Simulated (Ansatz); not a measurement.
A geometry of La2O3 away from equilibrium: step 2 of the relaxation of a generated cell, La2O3 placed in the Bi2Te3 structure type. The numbers are results of r2SCAN (plane waves to 500 eV, PAW, scalar-relativistic; Ansatz, a program for electronic structure), not measurements. Γ-centred k-mesh 8×8×8 on the run's cell (coarser than for final values), Fermi–Dirac smearing 0.05 eV. The plane waves were selected for a different cell earlier on the path.

```xyz
5
Lattice="1.7434 1.0065 7.8199 -1.7434 1.0065 7.8199 0.0000 -2.0130 7.8199" Properties=species:S:1:pos:R:3 pbc="T T T"
La     0.0000     0.0000     9.5540
La     0.0000     0.0000    13.9057
O      0.0000     0.0000     0.0000
O      0.0000     0.0000     5.0265
O      0.0000     0.0000    18.4332
```

Problem. What forces act on the atoms (eV/Å)?

Solution. 
```
atom    Fx    Fy     Fz
----  ----  ----  -----
La1   0.00  0.00   0.96
La2   0.00  0.00  -0.96
O3    0.00  0.00   0.00
O4    0.00  0.00   1.56
O5    0.00  0.00  -1.56
```

The path ends in R-3m (No. 166). No spin polarisation in the result.

The run could not lower the symmetry of its start; a shaken copy of this end point relaxes with r2SCAN to P-3m1 (No. 164), 0.228 eV/atom lower.

The end of the path is a generated cell of La2O3: the first start was made by placing the elements on the sites of a structure type, and the end was not matched to a known phase here, so it may be hypothetical. Known forms of La2O3 include space group No. 164.
